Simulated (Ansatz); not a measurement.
## Equation of state of Ti$_{3}$Pt

A database entry relaxed whole under r2SCAN (Pm-3n):

```xyz
8
Lattice="5.0247 0.0000 0.0000 0.0000 5.0247 0.0000 0.0000 0.0000 5.0247" Properties=species:S:1:pos:R:3 pbc="T T T"
Ti    1.2562    0.0000    2.5123
Ti    2.5123    3.7685    0.0000
Ti    3.7685    0.0000    2.5123
Ti    2.5123    1.2562    0.0000
Ti    0.0000    2.5123    3.7685
Ti    0.0000    2.5123    1.2562
Pt    0.0000    0.0000    0.0000
Pt    2.5123    2.5123    2.5123
```

The cell was scaled uniformly, its shape held, and the atoms relaxed at each volume with plane-wave PAW DFT (Ansatz 0.2.0; r2SCAN, 500 eV, 7×7×7 Γ-centred mesh, fermi-dirac occupations of width 0.100 eV; no spin, no spin-orbit coupling). One row is withheld.

```json
{"volume (Å³/atom)": "14.906", "energy over the lowest (meV/atom)": "31.5", "pressure (GPa)": "11.74"}
{"volume (Å³/atom)": "15.223", "energy over the lowest (meV/atom)": "13.1", "pressure (GPa)": "7.39"}
{"volume (Å³/atom)": "15.540", "energy over the lowest (meV/atom)": "2.9", "pressure (GPa)": "3.47"}
{"volume (Å³/atom)": "15.857", "energy over the lowest (meV/atom)": "0.0", "pressure (GPa)": "-0.06"}
{"volume (Å³/atom)": "16.174", "energy over the lowest (meV/atom)": "?", "pressure (GPa)": "?"}
{"volume (Å³/atom)": "16.492", "energy over the lowest (meV/atom)": "13.5", "pressure (GPa)": "-6.10"}
{"volume (Å³/atom)": "16.809", "energy over the lowest (meV/atom)": "28.7", "pressure (GPa)": "-8.67"}
```

Q: Fit the pressures of the other rows to the third-order Birch-Murnaghan form.

A: With f = [(V₀/V)^(2/3) − 1]/2 and P = 3B₀f(1 + 2f)^(5/2)[1 + 3(B₀′ − 4)f/2], least squares gives V₀ = 15.85 Å³ an atom, B₀ = 168 GPa and B₀′ = 4.2; the rows miss the fit by less than 0.01 GPa. The slope of the energies differs from these pressures by 0.25 GPa, since they are taken to zero smearing while pressures follow the free energy.

Q: What does the withheld row hold?

A: The fit gives -3.23 GPa at 16.174 Å³; the run gave -3.24 GPa and 3.8 meV an atom.

Caveats: the shape of the cell was held; 0 K, fixed nuclei; the symmetry was kept, and this need not be the phase that is stable at 0 K; one mesh for all volumes; pressure is positive in compression.
